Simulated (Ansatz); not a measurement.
ZnSnO₃:
```cif
data_O18Sn6Zn6
_chemical_formula_sum 'Zn6 Sn6 O18'
_space_group_name_H-M_alt 'R3c :H'
_space_group_IT_number 161
_space_group_name_Hall 'R 3 -2"c'
_cell_length_a 5.27807
_cell_length_b 5.27807
_cell_length_c 14.01100
_cell_angle_alpha 90.000
_cell_angle_beta 90.000
_cell_angle_gamma 120.000
loop_
_atom_site_label
_atom_site_type_symbol
_atom_site_symmetry_multiplicity
_atom_site_Wyckoff_symbol
_atom_site_fract_x
_atom_site_fract_y
_atom_site_fract_z
_atom_site_occupancy
Zn1 Zn 6 a 0.00000 0.00000 0.20503 1
Sn1 Sn 6 a 0.00000 0.00000 0.48743 1
O1 O 18 b 0.02612 0.36848 0.25242 1
```
(The calculation used a cell of 10 atoms; values per cell refer to that cell.)

Relaxed with PBEsol.

Problem. Which orbitals make up the states near the band edges in PBEsol in the plane-wave PAW code Ansatz?

Solution. Top 1 eV of the valence band: O 2p 84 %, Zn 3d 13 %. Bottom 1 eV of the conduction band: Sn 5s 31 %, O 2s 25 %, O 2p 23 %, Zn 4s 18 %. Projections are on Löwdin-orthogonalised atomic valence shells; empty p or d shells of many metals are not among them.

Problem. Tabulate the density of states.

Solution. States/eV per cell of 10 atoms, in 0.25 eV bins, energy from the valence-band maximum.

```
E (eV)  total  O 2p  Zn 3d  Sn 5s
------  -----  ----  -----  -----
-7.85    0.95  0.52   0.03   0.35
-7.60    1.34  0.73   0.06   0.45
-7.35    2.00  1.09   0.11   0.62
-7.10    2.67  1.45   0.18   0.77
-6.85    2.30  1.26   0.20   0.58
-6.60    2.39  1.32   0.25   0.54
-6.35    1.86  1.03   0.24   0.35
-6.10    1.29  0.72   0.19   0.20
-5.85    0.49  0.29   0.08   0.04
-5.60    3.71  2.02   0.97   0.02
-5.35    7.21  3.57   2.49   0.04
-5.10   10.83  5.03   4.39   0.07
-4.85   15.92  5.36   9.51   0.08
-4.60    8.73  2.57   5.60   0.08
-4.35   15.70  3.23  11.77   0.12
-4.10   18.00  2.58  14.69   0.16
-3.85    9.56  2.45   6.27   0.10
-3.60   11.43  3.88   6.34   0.08
-3.35    7.72  3.75   2.91   0.06
-3.10    7.17  4.28   1.86   0.07
-2.85    5.70  3.70   1.23   0.05
-2.60    6.71  4.61   1.29   0.07
-2.35    5.96  4.53   0.80   0.04
-2.10    5.83  4.65   0.71   0.03
-1.85    6.98  5.72   0.75   0.04
-1.60    8.14  6.92   0.69   0.03
-1.35   10.02  8.81   0.70   0.02
-1.10    7.82  6.85   0.60   0.02
-0.85    8.27  7.02   0.88   0.02
-0.60    9.07  7.60   1.14   0.01
-0.35   10.96  9.19   1.46   0.01
-0.10    6.50  5.38   1.00   0.00
0.15     0.00  0.00   0.00   0.00
0.40     0.00  0.00   0.00   0.00
0.65     0.00  0.00   0.00   0.00
0.90     0.00  0.00   0.00   0.00
1.15     0.00  0.00   0.00   0.00
1.40     0.01  0.00   0.00   0.00
1.65     0.06  0.01   0.00   0.02
1.90     0.09  0.02   0.00   0.03
2.15     0.13  0.04   0.00   0.04
2.40     0.19  0.05   0.00   0.06
2.65     0.24  0.07   0.00   0.08
2.90     0.32  0.10   0.00   0.10
3.15     0.40  0.13   0.00   0.14
3.40     0.51  0.17   0.00   0.18
3.65     0.65  0.22   0.00   0.24
3.90     0.82  0.28   0.00   0.31
4.15     1.12  0.39   0.00   0.44
4.40     1.54  0.54   0.00   0.64
4.65     1.94  0.68   0.00   0.83
4.90     1.96  0.67   0.00   0.81
5.15     1.92  0.65   0.00   0.78
5.40     1.77  0.59   0.00   0.69
5.65     1.91  0.58   0.00   0.68
5.90     1.89  0.40   0.00   0.31
```

Symmetry was held in the PBEsol relaxation. Spin–orbit coupling is left out wherever it is not named.

Potentials: the later of the program's two PAW sets.
